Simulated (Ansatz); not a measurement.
## Si7Ge: random displacements

Theory: DFT PBEsol, scalar-relativistic, plane waves, PAW (Ansatz 0.2.0). The runs took a 420 eV cutoff, a Γ-centred 6×6×6 mesh and Gaussian smearing (0.03 eV). No spin polarisation. Energies are free energies at this smearing, counted from the undisturbed cell; pressure is positive in compression.

Zero of the scan (as given, not relaxed at this level, and it needn't be the usual structure):

```
Si Ge
1.0
     5.46540    0.00000    0.00000
     0.00000    5.46540    0.00000
     0.00000    0.00000    5.46540
Si Ge
7 1
Direct
  0.25262 0.25262 0.25262
  0.00000 0.50000 0.50000
  0.50000 0.50000 0.00000
  0.50000 0.00000 0.50000
  0.74738 0.25262 0.74738
  0.74738 0.74738 0.25262
  0.25262 0.74738 0.74738
  0.00000 0.00000 0.00000
```

The atoms are displaced (Å, in the unstrained cell):

```tsv
atom	ux	uy	uz
Si1	-0.046	0.018	-0.004
Si2	0.002	-0.031	-0.008
Si3	0.012	0.030	0.011
Si4	0.044	-0.007	-0.032
Si5	0.041	-0.003	0.025
Si6	-0.057	-0.003	-0.022
Si7	0.031	0.025	0.028
Ge8	-0.027	-0.029	0.002
```

Strain (Voigt, engineering shear): (-0.0256, -0.0188, -0.0011, 0.0448, 0.0152, 0.0565).

(1) What are the energy change, the stress and the forces?

## Answers

(1) ΔE = 70.1 meV/atom; stress (xx, yy, zz, yz, xz, xy; compression positive) (5.95, 5.69, 3.96, -3.88, -1.94, -6.96) GPa; gap on the mesh 0.05 eV.
| atom | Fx (eV/Å) | Fy | Fz |
| --- | --- | --- | --- |
| Si1 | 0.32 | -0.60 | -0.82 |
| Si2 | 0.20 | 1.03 | 0.86 |
| Si3 | 0.16 | -0.73 | 0.43 |
| Si4 | -0.31 | 0.78 | 1.08 |
| Si5 | -1.07 | 0.13 | -0.93 |
| Si6 | 0.52 | -0.51 | -0.22 |
| Si7 | -0.65 | -0.16 | -1.34 |
| Ge8 | 0.83 | 0.06 | 0.92 |

Cost: 1 run of about 0.65 core-minutes, on Arm Neoverse V2 (shared hosts).